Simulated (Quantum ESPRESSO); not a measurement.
**Band energies of GeTe monolayer at +5 % biaxial strain**

```xyz
2
Lattice="4.0729 0.0000 0.0000 -2.0364 3.5272 0.0000 0.0000 0.0000 14.4000" Properties=species:S:1:pos:R:3 pbc="T T T"
Ge     0.0000     2.3515     0.7419
Te     0.0000     0.0000    -0.7419
```

PBEsol (pw.x of Quantum ESPRESSO, ONCV potentials, without SOC); path ΓMKΓ; energies in eV from the valence-band maximum.

```csv
k (1/Å),point,band 11,band 12,band 13,band 14,band 15,band 16,band 17,band 18
0.00,Γ,-11.78,-6.02,-0.36,-0.36,-0.15,1.46,3.16,3.16
0.11,,-11.74,-6.02,-0.79,-0.44,-0.05,1.75,3.08,3.24
0.22,,-11.64,-6.05,-1.47,-0.63,-0.01,2.05,3.14,3.45
0.33,,-11.46,-6.14,-2.09,-0.89,-0.04,1.92,3.55,3.70
0.45,,-11.23,-6.33,-2.54,-1.15,-0.17,1.76,3.77,3.89
0.67,,-10.69,-6.97,-2.80,-1.54,-0.74,1.79,3.46,4.06
0.78,,-10.47,-7.27,-2.73,-1.65,-1.00,1.87,3.29,4.07
0.89,M,-10.38,-7.38,-2.68,-1.69,-1.11,1.91,3.23,4.07
1.02,,-10.35,-7.39,-2.74,-1.88,-1.07,2.27,3.15,3.98
1.15,,-10.27,-7.42,-2.99,-2.02,-1.06,2.70,3.24,3.94
1.40,K,-10.11,-7.51,-3.43,-1.83,-1.22,2.28,4.14,4.18
1.50,,-10.15,-7.47,-3.37,-1.92,-1.13,2.35,3.96,4.22
1.59,,-10.27,-7.35,-3.18,-2.12,-0.93,2.52,3.65,4.21
1.69,,-10.47,-7.14,-2.90,-2.33,-0.68,2.73,3.33,4.13
1.78,,-10.70,-6.88,-2.58,-2.44,-0.44,2.79,3.19,4.03
1.97,,-11.18,-6.37,-2.45,-1.67,-0.10,2.47,3.16,4.06
2.06,,-11.39,-6.19,-2.19,-1.24,-0.02,2.37,3.04,4.00
2.15,,-11.55,-6.09,-1.77,-0.87,0.00,2.28,2.95,3.75
2.25,,-11.68,-6.04,-1.24,-0.59,-0.01,2.06,2.97,3.43
2.43,Γ,-11.78,-6.02,-0.36,-0.36,-0.15,1.46,3.16,3.16
```

The PBEsol gap is indirect, 1.46 eV, from 73 % of the way from K to Γ to Γ; the smallest direct gap is 1.61 eV. Another valence extremum on the path lies within 0.02 eV, too close to call.

Without spin-orbit coupling, band edges of such heavy elements can be off by tenths of an eV.

Geometry strained from the cell relaxed with PBEsol, atoms relaxed again.

This is a model layer cut from the bulk structure; whether it is stable on its own was not checked.
